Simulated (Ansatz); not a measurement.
Se:
```xyz
3
Lattice="4.5280 0.0000 0.0000 -2.2640 3.9214 0.0000 0.0000 0.0000 5.0432" Properties=species:S:1:pos:R:3 pbc="T T T"
Se     0.9893     0.0000     4.2027
Se    -0.4946     0.8568     0.8405
Se     1.7694     3.0646     2.5216
```

Relaxed with PBE. Special points in fractions of this cell's reciprocal vectors: Γ (0.000, 0.000, 0.000); M (0.500, 0.000, 0.000); K (0.333, 0.333, 0.000); A (0.000, 0.000, 0.500); L (0.500, 0.000, 0.500); H (0.333, 0.333, 0.500).

Problem. List the band energies nearest the valence-band maximum at these points for plane-wave PAW PBE (Ansatz code).

Solution. In eV from the valence-band maximum; about four levels below and three above (degenerate sets whole), none deeper than 8.9 eV; points with the same levels are listed once.

```
k                          below           above
-  -----------------------------  --------------
Γ        -3.42 -1.84 -1.84 -0.31  1.94 1.94 2.30
M        -3.08 -2.58 -1.69 -0.86  2.01 2.43 3.84
K        -2.53 -2.53 -2.49 -1.28  2.92 2.92 3.58
A  -3.23 -3.23 -1.32 -1.32 -0.94  1.35 1.39 1.39
L         -3.95 -1.56 -1.11 0.00  1.56 2.64 2.94
H  -4.47 -4.47 -0.86 -0.22 -0.22  1.04 2.74 2.74
```

Space group P3_121 (trigonal Se type). Symmetry was held in the PBE relaxation. A crystal of weakly bound chains computed without a dispersion correction: the cell and the soft elastic constants depend strongly on that. Scalar-relativistic: spin–orbit coupling is off unless named, which matters more the heavier the elements.

Potentials: the later of the program's two PAW sets.
